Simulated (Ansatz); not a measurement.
Method: DFT PBE, scalar-relativistic, plane waves, PAW in Ansatz 0.2.0. Settings: cutoff 420 eV, Γ-centred meshes spaced at most about 0.3 Å⁻¹, and about 0.25 Å⁻¹ or finer for metals (2π included), Gaussian smearing. No spin polarisation in the final relaxations.

These are static total energies at zero pressure.

Two forms of LiY3 were relaxed alike.

A.

```xyz
8
Lattice="3.0616 1.7676 8.0020 -3.0616 1.7676 8.0020 0.0000 -3.5352 8.0020" Properties=species:S:1:pos:R:3 pbc="T T T"
Li    0.0000    0.0000   20.0029
Li    0.0000    0.0000    4.0031
Y     2.0389    0.0043    9.4015
Y     1.0157    1.7679   14.6045
Y     1.0232   -1.7636   14.6045
Y    -2.0389   -0.0043   14.6045
Y    -1.0232    1.7636    9.4015
Y    -1.0157   -1.7679    9.4015
```

B.

```xyz
4
Lattice="3.6339 0.0000 0.0000 0.0000 3.6339 0.0000 0.0000 0.0000 8.8290" Properties=species:S:1:pos:R:3 pbc="T T T"
Li    0.0000    0.0000    0.0000
Y     1.8169    1.8169    6.8846
Y     0.0000    0.0000    4.4145
Y     1.8169    1.8169    1.9443
```

**Question.** Which is lower in energy, and by how much?

**Answer.** B is lower, by 173 meV/atom. A has space group R-3 (No. 148), 32.5 Å³/atom and no gap on its mesh; B has Li and Y ordered on fcc sites, space group P4/mmm (No. 123), 29.1 Å³/atom and no gap. Counting all near atoms (those within 1.25 times the shortest distance at each site; a plus sign parts nearer from farther groups; a slash parts the counts of unlike sites), A has Li 9, Y 11 and B has Li 8+4, Y 4+9/12+2. The denser one is the lower, and pressure would at first widen the difference. Even the lower one lies +0.06 eV/atom against the reference forms of the elements (uncorrected), so neither is stable at this level. Both come from invented guesses.

A magnetic state wasn't ruled out in cells without spin, among them R-3. Cells relaxed within their symmetry can be saddle points.
